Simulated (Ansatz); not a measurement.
Relaxed-ion elastic tensor of Ag (bcc (W type), Im-3m) in GPa (Voigt order), plane-wave PAW LDA (Ansatz code); density 11.11 g/cm³, 16.12 Å³ per atom.

```
 126   140   140   0.0   0.0   0.0
 140   126   140   0.0   0.0   0.0
 140   140   126   0.0   0.0   0.0
 0.0   0.0   0.0  72.8   0.0   0.0
 0.0   0.0   0.0   0.0  72.8   0.0
 0.0   0.0   0.0   0.0   0.0  72.8
```

### Question
Is the crystal mechanically stable?

### Answer
No: the smallest eigenvalue of C is -13.5 GPa.

The first step of the workflow began from a Materials Project structure, measured or hypothetical; the Crystallography Open Database copy checked does not list it. It is not the phase usual at ambient conditions (space group No. 225). Symmetry was held in the LDA relaxation. At this level the phase is mechanically unstable. The run is not spin-polarised. As this level gives no gap, shear constants depend on the k-mesh and smearing (Fermi–Dirac, 0.1 eV here).

Potentials: the earlier of the program's two PAW sets. The files were generated under PBE; for other functionals the program regenerates the frozen cores, and for LDA and PBEsol the local potential too.
